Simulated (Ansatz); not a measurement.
ZrRh$_{3}$ in space group I4/mmm (No. 139; Rh on 2b, Rh on 4d, Zr on 2a) at seven volumes, PBEsol (plane waves, PAW; program Ansatz), shape and atoms relaxed at each. One row is withheld.

```
V (Å³/atom)  P (GPa)
-----------  -------
13.668         27.13
14.118         16.50
14.569          7.55
15.019          0.00
15.470         -6.36
15.921        -11.71
16.371             ?
```

Q: Fit the shown pressures and predict the withheld one.

A: Third-order Birch–Murnaghan: P = (3/2)B₀(x^(7/2) − x^(5/2))[1 + (3/4)(B′ − 4)(x − 1)] with x = (V₀/V)^(2/3). Least squares on the six rows gives V₀ = 15.020 Å³/atom, B₀ = 230.4 GPa, B′ = 4.70. At V = 16.371, x = 0.9442 and P = -16.22 GPa. The run itself gave -16.21 GPa.

The cell is a constructed one: a structure type filled with these elements; neither database checked (COD, Materials Project) lists it. COD files the formula under space group No. 221. Its standing as an ambient phase is unchecked. The PBEsol relaxation kept the symmetry of its start; its stability against distortions is not shown here. No spin polarisation was allowed.

Potentials: the earlier of the program's two PAW sets. The files were generated under PBE; for other functionals the program regenerates the frozen cores, and for LDA and PBEsol the local potential too.
